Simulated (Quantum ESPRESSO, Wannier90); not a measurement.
# Wannierisation of ZrN (rock salt)

```yaml
crystal:
  lattice:
    - [0.00000, 2.29427, 2.29427]
    - [2.29427, 0.00000, 2.29427]
    - [2.29427, 2.29427, 0.00000]
  atoms:
    - { symbol: Zr, position: [0.50000, 0.50000, 0.50000] }
    - { symbol: N, position: [0.00000, 0.00000, 0.00000] }
```

Structure: Materials Project mp-1352, symmetrised, not relaxed again. COD (Crystallography Open Database) has an entry of this formula and space group (matched by these alone). Method: PBEsol plane waves in Quantum ESPRESSO 7.5 (PseudoDojo norm-conserving files, 68 Ry, spinors with spin-orbit coupling), Bloch states on a 8×8×8 mesh through Γ, Wannier90 4.0.1. Density: 12×12×12 mesh, cold smearing 0.01 Ry.

Base run: 16 functions from bands 11-44 of the 44 computed, start hydrogen-like Zr: d; N: p, centres 0.05 Å off the atoms, frozen window up to 1.50 eV relative to the Fermi level, outer window open. Its settings: num_cg_steps = 5, trial_step = 2 and dis_mix_ratio = 0.5 (the program's defaults), conv_tol = 1.0e-6 over 4 steps, num_iter = 800, dis_conv_tol = 1.0e-6, dis_num_iter = 1000. One of them is changed at a time.

```json
[
 {"run": "base", "disentanglement steps": "113", "localisation steps": "20", "Ω_I (Å²)": "19.988", "Ω_total (Å²)": "20.544", "ended": "converged"},
 {"run": "trial_step = 0.5", "disentanglement steps": "113", "localisation steps": "20", "Ω_I (Å²)": "19.988", "Ω_total (Å²)": "20.544", "ended": "converged"},
 {"run": "fixed_step = 2.0", "disentanglement steps": "113", "localisation steps": "800", "Ω_I (Å²)": "19.988", "Ω_total (Å²)": "20.556", "ended": "step limit"},
 {"run": "dis_num_iter = 20", "disentanglement steps": "20", "localisation steps": "19", "Ω_I (Å²)": "20.011", "Ω_total (Å²)": "20.569", "ended": "step limit"}
]
```
